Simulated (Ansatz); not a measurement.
Na2S (anti-fluorite, space group No. 225), DFT-PBEsol in the program Ansatz with PAW potentials. The conduction-band minimum lies at Γ, with 1 equivalent valley. Second derivatives d²E/dk² of the lowest band at one valley (eV·Å²), along Cartesian directions:

| direction | d²E/dk² |
|---|---|
| [100] | 27.27 |
| [010] | 27.27 |
| [001] | 27.27 |
| [110] | 27.27 |
| [101] | 27.27 |
| [011] | 27.27 |

**Question.** Find the principal effective masses, the density-of-states mass and the conductivity mass.

**Answer.** Off-diagonal terms follow from H_xy = H[110] − (H_xx + H_yy)/2, and m*/mₑ = 7.620 eV·Å² over each eigenvalue: 0.28, 0.28, 0.28. One valley's DOS mass (m₁m₂m₃)^(1/3) = 0.28, conductivity mass 3/(Σ 1/mᵢ) = 0.28 mₑ.

**Question.** What effective density of states Nc follows at 300 K for parabolic valleys?

**Answer.** Nc = 2.509e19 × 1 × (0.28)^(3/2) ≈ 3.7e18 cm⁻³.

Space group Fm-3m (anti-fluorite). The PBEsol relaxation kept the symmetry of its start.

Potentials: the later of the program's two PAW sets.

Edges and masses are those of Kohn–Sham bands, whose gap is no quasiparticle gap.
